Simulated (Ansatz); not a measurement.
Values for one crystal, relaxed and computed with the program Ansatz at the r²SCAN level (PAW); other levels are named.

```yaml
volume_per_atom: 12.19 Å³
electronic_character: metallic (no gap)
Pressure derivative B′: 4.5
Formation energy from the elements (no fitted shifts): -0.49 eV/atom
Density of states at the Fermi level: 0.42 states/eV per atom (mean over ±0.08 eV)
Bulk modulus (Birch–Murnaghan fit): 1620 kbar
```

Which compound is it?
A. TaAl, L1₀ or tetragonal B2
B. MoPd, Cmcm (Mo on 4c, Pd on 4c)
C. AlCo, rock salt
D. AlNi, Cmcm (Al on 4c, Ni on 4c)

D, AlNi, Cmcm (Al on 4c, Ni on 4c)

The start of the workflow was typed in or built on a structure type; neither database checked (COD, Materials Project) lists it. It is not the phase usual at ambient conditions (space group No. 221). The cell was relaxed with r²SCAN under the symmetry of its start; its stability against distortions is not shown here. The workflow began spin-polarised and lost its moments. The references are the lowest solids computed at this level, not always the standard phases.

Potentials: the earlier of the program's two PAW sets.
